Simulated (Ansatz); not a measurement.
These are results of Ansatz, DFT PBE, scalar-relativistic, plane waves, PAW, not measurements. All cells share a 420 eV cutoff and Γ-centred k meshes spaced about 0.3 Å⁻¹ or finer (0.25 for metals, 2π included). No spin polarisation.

Relaxed structures of Zn2Ga2O3, with energies over the first row. Coordination counts O atoms around Ga and Zn (those within 1.25 times the shortest such distance or 1.15 times the sum of covalent radii; a plus sign parts nearer from farther groups; the shortest distance is added where it is long for a bond; a slash parts the counts of unlike sites).

```
#   form                       sites  V (Å³/atom)               coordination  ΔE (meV/atom)
1  P-3m1      Zn 2d; Ga 2d; O 2d, 1a         14.1    Zn 1 from 3.1 Å, Ga 3+3              0
2  P-3m1      Zn 2d; Ga 2d; O 2d, 1a         15.3  Zn 3+3 from 4.0 Å, Ga 3+3              6
3  P-6m2  Zn 1b, 1c; Ga 2g; O 2h, 1a         14.7    Zn 3/6 from 3.7 Å, Ga 3             27
4  P-3m1      Zn 2d; Ga 2c; O 2d, 1a         13.9      Zn 6, Ga 3 from 2.3 Å            109
```

A further structure, relaxed alike:

```
Zn Ga O
1.0
     3.03105    0.00000    0.00000
    -1.51552    2.62496    0.00000
     0.00000    0.00000   13.41778
Zn Ga O
2 2 3
Cartesian
  0.0000 0.0000 8.6478
  1.5155 0.8750 10.8974
  0.0000 0.0000 4.2513
  1.5155 0.8750 1.1689
  0.0000 0.0000 2.4136
  1.5155 0.8750 4.9482
  0.0000 1.7500 0.3452
```

Question: Where does it fall in the ranking, and at what energy?

Answer: It is the lowest, 17 meV/atom below row 1, with space group P3m1 (No. 156) and 15.3 Å³/atom. Counting O atoms around Ga and Zn, this cell has Zn 3 from 3.4 Å/3+3 from 4.1 Å, Ga 4/3+3 and row 1 has Zn 1 from 3.1 Å, Ga 3+3. Zn on its first site is surrounded by 3 Zn at 2.85 Å and 6 Zn at 3.03 Å; Zn on its second site is surrounded by 3 Zn at 2.85 Å, 6 Zn at 3.03 Å, 3 O at 3.36 Å and 1 Ga at 3.69 Å; Ga on its first site is surrounded by 4 O at 1.84–1.88 Å; O on its first site is surrounded by 1 Ga at 1.84 Å and 3 Ga at 2.15 Å; 3 more sites not described.

The k mesh leaves some 4 meV/atom of noise in the energy of each metallic cell. Weakly bound directions are ill-defined at this level, which has no dispersion term (P3m1, P-3m1 at 14.1 Å³/atom, P-3m1 at 15.3 Å³/atom, P-6m2, P-3m1 at 13.9 Å³/atom), and this can change margins and order among such cells. Trial moments fell under 0.15 μB along the way in P3m1, P-3m1 and P-6m2; another start might hold them. With atoms moved at random, the further cell (by 38 meV/atom) fell into a lower structure. Row 1, row 2, row 3 and row 4 had no clear such test and can be saddle points. Some types were kept out of the candidates beforehand, so the set may lack a known form.
